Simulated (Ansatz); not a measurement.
ZnS:
Space group F-43m (No. 216); a = 5.4434 Å, b = 5.4434 Å, c = 5.4434 Å, α = 90.00°, β = 90.00°, γ = 90.00°

| atom | site | symmetry | x | y | z |
|---|---|---|---|---|---|
| S | 4c | -43m | 0.2500 | 0.2500 | 0.2500 |
| Zn | 4a | -43m | 0.0000 | 0.0000 | 0.0000 |
(The calculation used a cell of 2 atoms; values per cell refer to that cell.)

Relaxed with PBE. The program Ansatz at the PBE level (PAW) gives a gap of 2.02 eV.

### Question
What gap does HSE06 give on the same cell (Ansatz, PAW)?

### Answer
3.23 eV, 1.22 eV more. The hybrid was solved on a coarser mesh and at special points; its gap is the smallest among all of these.

```
k  v1 PBE  c1 PBE  v1 HSE06  c1 HSE06
-  ------  ------  --------  --------
Γ    0.00    2.02      0.00      3.23
X   -2.14    3.45       ___       ___
L   -0.84    3.26       ___       ___
W   -2.63    5.70       ___       ___
K   -1.74    4.14       ___       ___
```

### Question
Top valence (v1) and lowest conduction level (c1) in eV from each method's valence maximum (which need not be a listed point): supply the withheld HSE06 values.

### Answer

- L, v1 HSE06: -0.88
- L, c1 HSE06: 4.51
- W, v1 HSE06: -2.74
- W, c1 HSE06: 6.78
- K, v1 HSE06: -1.84
- K, c1 HSE06: 5.25
- X, v1 HSE06: -2.26
- X, c1 HSE06: 4.43

Cost on shared cores: the PBE run (SCF on a 9×9×9 mesh, then bands and DOS) about 10 core-seconds (a rough figure), the HSE06 run (SCF on 7×7×7, then a few points) around 110 core-seconds (rough); the tasks are unlike.

Symmetry was held in the PBE relaxation; phonons on a q-mesh show no instability.

Potentials: the later of the program's two PAW sets.
